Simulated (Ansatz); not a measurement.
Cu Kα1 powder pattern (kinematic, no thermal factors).
| 2θ (°) | relative intensity |
| --- | --- |
| 17.46 | 19 |
| 26.32 | 10 |
| 35.34 | 42 |
| 38.32 | 100 |
| 39.37 | 15 |
| 42.39 | 13 |
| 44.60 | 1 |
| 47.08 | 12 |
| 53.11 | 75 |
| 54.17 | 1 |
| 60.22 | 3 |
| 64.17 | 1 |
| 68.28 | 3 |
| 69.28 | 17 |
| 69.98 | 3 |
| 72.08 | 3 |
| 74.76 | 4 |
| 75.51 | 3 |
| 77.28 | 4 |
| 80.24 | 22 |
| 82.04 | 11 |
| 82.71 | 2 |
| 84.70 | 2 |
| 87.28 | 18 |
| 88.01 | 2 |

The pattern is computed from a structure relaxed with DFT PBE, scalar-relativistic, plane waves, PAW (Ansatz). No spin polarisation. Its elements are Ge, Si.

Problem. Give the structure.

Solution. Si₃Ge.
Space group P6/mmm (No. 191). a = 2.710 Å, b = 2.710 Å, c = 10.151 Å, α = 90.00°, β = 90.00°, γ = 120.00°
```json
{"atom": "Si", "site": "1a", "symmetry": "6/mmm", "x": "0.0000", "y": "0.0000", "z": "0.0000"}
{"atom": "Si", "site": "2e", "symmetry": "6mm", "x": "0.0000", "y": "0.0000", "z": "0.2443"}
{"atom": "Ge", "site": "1b", "symmetry": "6/mmm", "x": "0.0000", "y": "0.0000", "z": "0.5000"}
```

A pattern alone doesn't exclude other cells with like lines; this is the one computed.

Another cell of Si3Ge relaxed alike, in P-4m2, lies 0.32 eV/atom lower, so this cell isn't the stable form at this level.

The structure comes from a generated guess; another structure or a mixture of phases may lie lower.
